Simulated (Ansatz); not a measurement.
According to plane-wave PAW PBEsol (Ansatz code), Sb₂W in the orthorhombic phase (Cmc2_1; W on 4a, Sb on 4a, Sb on 4a) relaxes to a = 3.360 Å, b = 12.834 Å, c = 5.945 Å. Against the elements it lies at 0.31 eV/atom, with no fitted shifts.

Electronic character: metallic (no gap).

The start of the workflow was typed in or built on a structure type; neither database checked (COD, Materials Project) lists it. Whether it is the stable phase at ambient conditions was not checked. The cell was relaxed with PBEsol under the symmetry of its start; whether a distortion lowers the energy is not shown. The run is not spin-polarised. The volume moved by -21 % from the start of the relaxation. Its formation energy is positive at this level, so the cell may be metastable or incomplete. The references are the lowest solids computed at this level, not always the standard phases. Scalar-relativistic: spin–orbit coupling is off unless named, which matters more the heavier the elements.

Potentials: the earlier of the program's two PAW sets. The files were generated under PBE; for other functionals the program regenerates the frozen cores, and for LDA and PBEsol the local potential too.
